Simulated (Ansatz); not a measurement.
In DFT-PBE in the program Ansatz with PAW potentials, SiSnGeC in the trigonal phase (R3m; C on 3a, Si on 3a, Ge on 3a, Sn on 3a) relaxes to a = 3.770 Å, c = 18.559 Å. Its formation energy from the elements is 0.40 eV/atom, with no fitted shifts.

Electronic character: metallic (no gap).

The start of the workflow was typed in or built on a structure type; neither database checked (COD, Materials Project) lists it. Its standing as an ambient phase is unchecked. The PBE relaxation kept the symmetry of its start; its stability against distortions is not shown here. The volume moved by 26 % from the start of the relaxation. Its formation energy is positive at this level, so the cell may be metastable or incomplete. The references are the lowest solids computed at this level, not always the standard phases. Spin–orbit coupling is left out wherever it is not named.

Potentials: the earlier of the program's two PAW sets.
